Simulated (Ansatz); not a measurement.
GaN:
Space group F-43m (No. 216); a = b = c = 4.4554 Å, α = β = γ = 90.00°

| atom | site | symmetry | x | y | z |
|---|---|---|---|---|---|
| Ga | 4a | -43m | 0.0000 | 0.0000 | 0.0000 |
| N | 4d | -43m | 0.7500 | 0.7500 | 0.7500 |
(The calculation used a cell of 2 atoms; values per cell refer to that cell.)

Relaxed with LDA.

Q: Decompose the optical modes at the zone centre into irreducible representations, and say which are infrared and Raman allowed.

A: Point group -43m: Γ_opt = T2. Infrared: T2. Raman: T2.

Q: Assign frequencies (DFPT, plane-wave PAW LDA (Ansatz code); without the LO–TO term).

A: T2 553 cm⁻¹.

Symmetry was held in the LDA relaxation; phonons on a q-mesh show no instability.

Potentials: the later of the program's two PAW sets.
